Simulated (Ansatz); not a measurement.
Trial structure of Te3F, not yet relaxed:

```cif
data_structure
_symmetry_space_group_name_H-M 'P4mm'
_symmetry_Int_Tables_number 99
_cell_length_a 4.8305
_cell_length_b 4.8305
_cell_length_c 6.0778
_cell_angle_alpha 90.000
_cell_angle_beta 90.000
_cell_angle_gamma 90.000
_cell_volume 141.82
loop_
_atom_site_label
_atom_site_type_symbol
_atom_site_symmetry_multiplicity
_atom_site_Wyckoff_symbol
_atom_site_fract_x
_atom_site_fract_y
_atom_site_fract_z
_atom_site_occupancy
Te1 Te 2 c 0.50000 0.00000 0.71688 1
Te2 Te 1 b 0.50000 0.50000 0.11990 1
F1 F 1 b 0.50000 0.50000 0.89465 1
```

These are results of DFT PBE, scalar-relativistic, plane waves, PAW in Ansatz, not measurements. Plane waves to 420 eV, a k mesh through Γ of 4×4×4 on the computed 4-atom cell and Gaussian smearing (0.10 eV); no spin polarisation.

Formation energies are uncorrected and refer to the elements' standard structures at the same level (F₂ as a molecule).

Question: How far from equilibrium is it?

Answer: The pressure is 33.4 GPa (the mean over three directions, positive in compression), the largest force is 61.69 eV/Å, and the energy is +3.08 eV/atom against the elements. The shortest distance is 1.37 Å, so close that the PAW spheres overlap strongly and these values are rough.

Question: Is it a good guess?

Answer: A poor one: relaxing gains about 3.3 eV/atom (the start's value is from the coarse mesh, so the gain is rough) in 22 ionic steps and ends at −0.25 eV/atom on the finer mesh. The symmetry stays P4mm (No. 99). The volume per atom grows by 2.9 %, from 35.5 to 36.5 Å³. The shortest distance goes from 1.37 Å (Te–F) to 2.19 Å (Te–F). Conventional cell: a = 4.853 Å, c = 6.196 Å. Around Te on a site of symmetry 2mm lie 2 Te at 3.00 Å, 2 F at 3.31 Å and 4 Te at 3.43 Å; Te on a site of symmetry 4mm has 1 F at 2.19 Å and 4 Te at 3.00 Å; around F lie 1 Te at 2.19 Å and 4 Te at 3.31 Å.

The last run used a 10×10×8 mesh (in the run's order of axes) for its 4-atom cell and Gaussian smearing of 0.10 eV. Weakly bound directions are ill-defined at this level, which has no dispersion term. These runs have no spin–orbit coupling, which can matter for Te. An odd number of electrons in the primitive cell allows no gap without spin; a larger cell or a magnetic state could open one. The cell is a metal run without spin; a magnetic state may lie lower. The reference form of Te is held partly by dispersion forces, which this level lacks. The relaxation can't lower the symmetry of the start, and the grade says only how near the guess is to its own end. A structure relaxed within its symmetry needn't be a true minimum.
